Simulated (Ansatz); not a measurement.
Relaxed GaN (wurtzite):

```xyz
4
Lattice="3.2184 0.0000 0.0000 -1.6092 2.7872 0.0000 0.0000 0.0000 5.2432" Properties=species:S:1:pos:R:3 pbc="T T T"
Ga     1.6092     0.9291     0.0051
Ga     0.0000     1.8581     2.6267
N      1.6092     0.9291     3.2730
N      0.0000     1.8581     0.6514
```

All values below come from PBE (plane waves to 420 eV, PAW, scalar-relativistic; Ansatz, a first-principles code). k mesh 10×10×5 (Γ-centred), Fermi-Dirac smearing 0.05 eV. GaN was relaxed with its symmetry unable to fall.

One atom of the cell was then moved (with its periodic images), all else fixed, and the forces (eV/Å) came out as:

| atom | Fx | Fy | Fz |
|---|---|---|---|
| Ga1 | 0.031 | 0.047 | 0.862 |
| Ga2 | -1.119 | -1.828 | -2.030 |
| N3 | 0.938 | 1.641 | 0.741 |
| N4 | 0.151 | 0.140 | 0.427 |

Q: Which atom was moved, and by which vector (Å)?

A: Ga2, by (0.12, 0.12, 0.12), 0.20 Å in all.

(For displaced atoms, the force is minus the slope of the energy, and its curvature is a force constant, which sets phonon frequencies.)
